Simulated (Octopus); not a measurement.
# BP (F-43m, No. 216): band energies at special points

BP (F-43m, No. 216):
```
BP
1.0
    0.00000     2.26607     2.26607
    2.26607     0.00000     2.26607
    2.26607     2.26607     0.00000
B P
1 1
Direct
  0.00000   0.00000   0.00000
  0.75000   0.75000   0.75000
```
The cell is a database entry, not relaxed again.

Level: LDA. Code: Octopus 16.4. Numerical set-up: grid spacing about 0.17 Å, Γ-centred 8×8×8 k-mesh, no spin polarisation; PseudoDojo for B P.

Energies in eV against the valence band top; 8 electrons a cell outside the pseudopotentials' cores.

```json
[
 {"k-point (reduced)": "Γ (0.000, 0.000, 0.000)", "band 1": "-15.43", "band 2": "0.00", "band 3": "0.00", "band 4": "0.00", "band 5": "3.39", "band 6": "3.39", "band 7": "3.39"},
 {"k-point (reduced)": "X (-0.500, -0.500, 0.000)", "band 1": "-10.58", "band 2": "-8.50", "band 3": "-4.12", "band 4": "-4.12", "band 5": "1.32", "band 6": "1.56", "band 7": "11.97"},
 {"k-point (reduced)": "U (-0.375, -0.375, 0.250)", "band 1": "-10.57", "band 2": "-8.07", "band 3": "-6.26", "band 4": "-3.50", "band 5": "2.10", "band 6": "5.93", "band 7": "9.66"},
 {"k-point (reduced)": "K (-0.375, 0.000, 0.375)", "band 1": "-10.57", "band 2": "-8.07", "band 3": "-6.26", "band 4": "-3.50", "band 5": "2.10", "band 6": "5.93", "band 7": "9.66"},
 {"k-point (reduced)": "L (0.000, 0.000, 0.500)", "band 1": "-12.08", "band 2": "-9.03", "band 3": "-1.75", "band 4": "-1.75", "band 5": "3.80", "band 6": "4.69", "band 7": "4.69"},
 {"k-point (reduced)": "W (-0.500, -0.250, 0.250)", "band 1": "-10.30", "band 2": "-7.94", "band 3": "-5.70", "band 4": "-5.51", "band 5": "5.25", "band 6": "6.68", "band 7": "7.18"}
]
```
